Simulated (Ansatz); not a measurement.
Data:

AlSiGeN:
```cif
data_Al3Ge3N3Si3
_chemical_formula_sum 'Al3 N3 Ge3 Si3'
_space_group_name_H-M_alt 'R3m :H'
_space_group_IT_number 160
_space_group_name_Hall 'R 3 -2"'
_cell_length_a 3.57833
_cell_length_b 3.57833
_cell_length_c 18.44529
_cell_angle_alpha 90.000
_cell_angle_beta 90.000
_cell_angle_gamma 120.000
loop_
_atom_site_label
_atom_site_type_symbol
_atom_site_symmetry_multiplicity
_atom_site_Wyckoff_symbol
_atom_site_fract_x
_atom_site_fract_y
_atom_site_fract_z
_atom_site_occupancy
Al1 Al 3 a 0.00000 0.00000 0.97919 1
N1 N 3 a 0.00000 0.00000 0.87633 1
Ge1 Ge 3 a 0.00000 0.00000 0.51313 1
Si1 Si 3 a 0.00000 0.00000 0.38132 1
```
(The calculation used a cell of 4 atoms; values per cell refer to that cell.)

This is the PBE-relaxed structure.

**Question.** All from plane-wave PAW PBE (Ansatz code), unless another level is named. Estimate the electronic character.

**Answer.** metallic (no gap).

**Question.** What about the density of states at the Fermi level?

**Answer.** 0.49 states/eV per atom (mean over ±0.08 eV).

**Question.** And the formation energy from the elements (no fitted shifts)?

**Answer.** 34 kJ/mol of atoms.

The start of the workflow was typed in or built on a structure type; neither database checked (COD, Materials Project) lists it. Whether it is the stable phase at ambient conditions was not checked. Symmetry was held in the PBE relaxation; whether a distortion lowers the energy is not shown. Its formation energy is positive at this level, so the cell may be metastable or incomplete. The references are the lowest solids computed at this level, not always the standard phases (solids in place of the gases). Spin–orbit coupling is left out wherever it is not named.

Potentials: the earlier of the program's two PAW sets.
